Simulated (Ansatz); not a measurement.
AlN (zinc blende, F-43m), plane-wave PAW r²SCAN (Ansatz code): ε∞ = 4.26, cell volume 20.86 Å³. Infrared-active transverse modes:

```json
[
 {"ω_TO (cm⁻¹)": "664.0", "oscillator strength S_xx (e²/amu)": "0.7021"}
]
```

Q: Compute the static dielectric constant.

A: Each mode adds (4.921e7/V) S/ω²: 3.76. So ε0 = 8.02.

Q: What LO frequency does the Lyddane–Sachs–Teller relation give?

A: ω_LO = ω_TO √(ε0/ε∞) = 911 cm⁻¹.

Symmetry was held in the r²SCAN relaxation; phonons on a q-mesh show no instability.

Potentials: the earlier of the program's two PAW sets.
